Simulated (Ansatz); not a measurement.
**Polymorphs of GaCuSe₂**

17 relaxations of GaCuSe2 ended in 9 distinct structures. All values below come from r2SCAN (plane waves to 500 eV, PAW, scalar-relativistic; Ansatz, a program for electronic structure).

```csv
#,space group,Pearson,type,E − E(lowest) (eV/atom),V (Å³/atom),"gap (eV, no SOC)",coordination,runs ending here
1,I-42d,tI16,chalcopyrite type,0.000,21.81,0.57,"Cu 4 (tetrahedral), Ga 4 (tetrahedral), Se 4 (tetrahedral)",6
2,Pna2₁,oP16,–,0.009,21.83,0.68,–,1
3,R-3m,hR4,"AFLOW prototype ABC2_hR4_166_a_b_c (F5_1, as in NaCrS2)",0.26,18.18,0.00,–,3
4,P6₃/mmc,hP8,–,0.278,22.71,0.34,–,2
5,Amm2,oS8,–,0.52,23.33,0.00,–,1
6,P321,hP8,–,0.59,26.20,0.00,–,1
7,P-6,hP8,–,0.84,22.41,0.00,–,1
8,P4₂/nnm,tP8,–,0.89,19.07,0.00,–,1
9,P6mm,hP4,–,0.92,22.97,0.00,–,1
```

Coordination numbers (neighbours up to the widest gap in distance over summed covalent radii, below 1.35; n+m marks a second, longer set; metal–metal contacts left out). I-42d, tI16, chalcopyrite type is the lowest among the structures calculated here.

Space group I-42d (No. 122); a = 5.6073 Å, b = 5.6073 Å, c = 11.0979 Å, α = 90.00°, β = 90.00°, γ = 90.00°

```csv
atom,site,symmetry,x,y,z
Cu,4a,-4..,0.0000,0.0000,0.0000
Ga,4b,-4..,0.0000,0.0000,0.5000
Se,8d,.2.,0.2500,0.2537,0.3750
```
(The calculation used a cell of 8 atoms; values per cell refer to that cell.)

2 runs with a doubtful electronic state, a coarser numerical grid, an end not at rest or a source that can't be used are left out. Each run could gain symmetry but not lose that of its start, so entries can be saddle points. From databases, or of a type measured for this composition: I-42d, tI16, chalcopyrite type; the others are generated cells (placed on structure types, drawn at random, substituted or restacked) that were not matched to a known phase here. Energies are at zero temperature and pressure, without zero-point motion. No spin polarisation in the result. Gaps of cells over 8 atoms come from the SCF mesh and high-symmetry points alone.
